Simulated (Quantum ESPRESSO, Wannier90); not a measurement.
CdTe (zinc blende), plane waves to Wannier functions

```
CELL_PARAMETERS angstrom
      0.00000     3.28212     3.28212
      3.28212     0.00000     3.28212
      3.28212     3.28212     0.00000
ATOMIC_POSITIONS crystal
  Cd 0.00000 0.00000 0.00000
  Te 0.75000 0.75000 0.75000
```

Cell from Materials Project (mp-406), symmetrised, no further relaxation. COD (Crystallography Open Database) has the formula in 2 space groups, this one among them (matched by group alone). Method: PBEsol plane waves in Quantum ESPRESSO 7.5 (PseudoDojo norm-conserving files, 82 Ry, no spin polarisation, no spin-orbit coupling), Bloch states on a 8×8×8 mesh through Γ, Wannier90 4.0.1. Density: 8×8×8 mesh, Gaussian smearing 0.01 Ry. Spin-orbit coupling is left out although heavy elements are present.

Base run: 8 functions from bands 10,16-31 of the 31 computed, start hydrogen-like Cd: s;p; Te: s;p, centres 0.05 Å off the atoms, frozen window up to 2.04 eV relative to the valence-band maximum, outer window open. Bands 11–15 (Cd 4d 96 %) lie between the kept ones and are excluded. One setting was then changed (edges relative to the valence-band maximum; misfit to pw.x on a path, for states up to 1.5 eV relative to the valence-band maximum).

```csv
run,Ω_I (Å²),rms misfit (meV),worst (meV)
base,15.04,1.9,9.7
changed,20.68,1.8,8.7
```

Question: Which change was made?
A) frozen window to 0.04 eV
B) no frozen window
C) frozen window to 4.04 eV
D) frozen window to 1.54 eV
E) outer window to 10.88 eV

Answer: E, outer window to 10.88 eV. The others give:

```json
[
 {"run": "frozen window to 4.04 eV", "Ω_I (Å²)": "18.03", "rms misfit (meV)": "3.4", "worst (meV)": "15"},
 {"run": "frozen window to 1.54 eV", "Ω_I (Å²)": "14.90", "rms misfit (meV)": "2.2", "worst (meV)": "14"},
 {"run": "frozen window to 0.04 eV", "Ω_I (Å²)": "14.89", "rms misfit (meV)": "12", "worst (meV)": "67"},
 {"run": "no frozen window", "Ω_I (Å²)": "14.30", "rms misfit (meV)": "166", "worst (meV)": "379"}
]
```
